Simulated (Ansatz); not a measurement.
This HfSn3O8 structure is the end of a relaxation. The cell was found from a structure generator's guess, not taken from experiment.

Method: DFT PBE, scalar-relativistic, plane waves, PAW (Ansatz). Cutoff 420 eV, Γ-centred mesh, Gaussian smearing, no spin polarisation.

```xyz
12
Lattice="5.6632 -2.0107 0.0000 5.6632 2.0107 0.0000 -2.8743 0.0000 7.5145" Properties=species:S:1:pos:R:3 pbc="T T T"
Hf    1.1838    0.0000    0.4622
Sn    3.0022    0.0000    3.2935
Sn    1.4990    0.0000    7.0455
Sn   -0.1829    0.0000    4.2270
O     6.3476    0.0000    0.2716
O     1.0144    0.0000    2.5261
O    -0.4689    0.0000    6.2966
O     4.9891    0.0000    4.0398
O     1.7835    0.0000    4.9840
O     7.6373    0.0000    7.2285
O     9.1569    0.0000    3.4833
O     3.1894    0.0000    1.2291
```

Energies over the elements count from the elements' standard structures at the same level (O₂ as a molecule), with no fitted energy shifts. The references include grey tin.

Problem. What space group does it have?

Solution. Cm (No. 8), with Hf and Sn ordered on anatase sites. Conventional cell: a = 11.326 Å, b = 4.021 Å, c = 8.045 Å, β = 110.9°. Around Hf lie 6 O at 2.07–2.15 Å and 4 Sn at 3.32–3.36 Å; around Sn on its first site lie 6 O at 2.07–2.13 Å, 3 Sn at 3.32 Å and 1 Hf at 3.36 Å; Sn on its second site is surrounded by 6 O at 2.07–2.11 Å, 1 Sn at 3.28 Å and 3 Hf at 3.32 Å; O on its first site is surrounded by 2 Hf at 2.08 Å and 1 Sn at 2.11 Å; 8 more sites not described.

Problem. What is its formation energy per atom?

Solution. −2.024 eV/atom. It lies below the elements, which doesn't yet make it stable against other compounds or structures.

Problem. Is it a metal?

Solution. No, the gap on the 8×8×4 mesh is 2.10 eV.

The last run used an 8×8×4 mesh (in the run's order of axes) for its 12-atom cell and Gaussian smearing of 0.02 eV. Spin–orbit coupling, which can matter for Hf, is left out. Kohn–Sham gaps at this level usually fall short of measured ones. A later test with randomly moved atoms came back to the same energy, though modes that don't fit the test's cell weren't probed.
